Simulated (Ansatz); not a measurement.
### Question
Volume from PBE minus that from r²SCAN (% of the latter), each on its own relaxed cell (Ansatz, a program for electronic structure, plane waves, PAW; no spin–orbit coupling, no Hubbard U), over 24 phases of the class «carbides, borides and silicides»: what sign and size do you expect?

### Answer
Mean 1.4 %, median 1.5 %, mean absolute 1.7 %; eight in ten lie between 0.0 and 3.0 %, and 88 % are above zero.

Some cases that may be named, with their rank among the 24 from the lowest: LaB2, MoSi2 or CaC2 type -1.9 % (rank 1); Y3Si5, P-62m (Y on 3f, Si on 2d, Si on 3g) -1.0 % (rank 2); TiSi2, Fddd (Ti on 8b, Si on 16f) 1.5 % (rank 12); SiC, 4H polytype 1.6 % (rank 13); Si2Ni, fluorite or antifluorite type 3.2 % (rank 23); SiNi2, Pnma (Si on 4c, Ni on 4c, Ni on 4c) 3.5 % (rank 24).

The phases are those computed here (of each formula those with measured values and the lowest at some level), not a balanced benchmark, and neither functional is the truth. Pairs that end in unlike spin orders or unlike minima (c/a over 6 % apart, 30 % for weakly bound crystals), magnets with 4f shells, solids of gases and phases set aside for tests are left out.

Typed or built starts, not in the databases checked: LaB2, MoSi2 or CaC2 type; Y3Si5, P-62m (Y on 3f, Si on 2d, Si on 3g). All cells were relaxed under the symmetry of their starts (and spin orders); stability against distortions was not tested throughout. Named crystals with no word on spin ran without spin polarisation. Scalar-relativistic: spin–orbit coupling is off unless named, which matters more the heavier the elements.

Potentials: the earlier of the program's two PAW sets.

Ansatz is a plane-wave DFT program.
